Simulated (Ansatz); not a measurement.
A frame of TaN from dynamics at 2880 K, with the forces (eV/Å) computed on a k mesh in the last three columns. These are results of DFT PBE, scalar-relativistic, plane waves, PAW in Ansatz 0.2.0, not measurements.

Cutoff 420 eV; k points 4×4×4 on the computed 16-atom cell (Γ-centred); Fermi–Dirac smearing, width 0.25 eV; no spin polarisation.

```xyz
16
Lattice="5.915 0.141 0.044 0.141 5.648 -0.220 0.044 -0.220 5.520" Properties=species:S:1:pos:R:3:forces:R:3 pbc="T T T"
Ta    2.913    0.844    0.854   -0.560   -0.400   -1.820
Ta    2.025    1.450    3.655   -2.770   -2.390   -0.420
Ta    4.061    4.897    3.832    0.370   -3.730    5.230
Ta    3.000    3.638    1.277    1.310   -0.990   -1.690
Ta    5.793    2.204    0.877    2.040   -0.880   -1.840
Ta    5.888    4.935    0.724    1.340    3.590   -0.520
Ta    0.864    3.876    3.641    2.740    1.810    0.110
Ta    4.841    1.760    3.332   -1.090    3.940    2.570
N     0.259    0.331    2.804    1.540   -0.680   -1.450
N     4.875    3.345    5.122   -0.620   -0.500   -0.750
N     5.452    3.779    2.240   -2.910   -2.380    1.060
N     1.564    5.411    4.879    2.010    4.030    0.320
N     1.444    3.521    0.064   -0.650   -3.460    0.470
N     4.776    0.712    5.238    0.040   -1.210    1.080
N     3.351    5.490    2.280   -2.030    4.050   -3.570
N     2.948    3.229    3.221   -0.750   -0.790    1.200
```

Static pressure 20.2 GPa (no kinetic part), no gap on the mesh.

Counting as bonded all pairs within 1.2 times the summed covalent radii, but none from a metal cation to another cation:

```
atom → neighbour mean count mean length (Å) spread (Å)
          N → Ta        5.50             2.26        0.26
          Ta → N        5.50             2.26        0.26
```

Angles between all pairs of such bonds at an atom (mean ± spread): 104 ± 28° at N, 103 ± 29° at Ta.

Spin-orbit coupling is left out, which matters for the bands of heavy elements.

Cost: 1 run of about 3.2 core-minutes, on AMD EPYC (Zen 3) (shared hosts).